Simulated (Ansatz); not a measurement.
Data:

Ga:
```cif
data_Ga4
_chemical_formula_sum 'Ga4'
_space_group_name_H-M_alt 'P 1'
_space_group_IT_number 1
_cell_length_a 4.35069
_cell_length_b 4.35069
_cell_length_c 4.43341
_cell_angle_alpha 90.000
_cell_angle_beta 90.000
_cell_angle_gamma 118.871
loop_
_space_group_symop_operation_xyz
  'x, y, z'
loop_
_atom_site_label
_atom_site_type_symbol
_atom_site_fract_x
_atom_site_fract_y
_atom_site_fract_z
_atom_site_occupancy
Ga1 Ga 0.65593 0.34407 0.41529 1
Ga2 Ga 0.34407 0.65593 0.58471 1
Ga3 Ga 0.84407 0.15593 0.91529 1
Ga4 Ga 0.15593 0.84407 0.08471 1
```

This is the LDA-relaxed structure.

Problem. All from plane-wave PAW LDA (Ansatz code), unless another level is named. Give the highest zone-centre frequency.

Solution. 30.0 meV.

Problem. Give the bulk modulus (Birch–Murnaghan fit).

Solution. 659 kbar.

Space group Cmce (α-Ga). The cell was relaxed with LDA under the symmetry of its start.

Potentials: the earlier of the program's two PAW sets. The files were generated under PBE; for other functionals the program regenerates the frozen cores, and for LDA and PBEsol the local potential too.
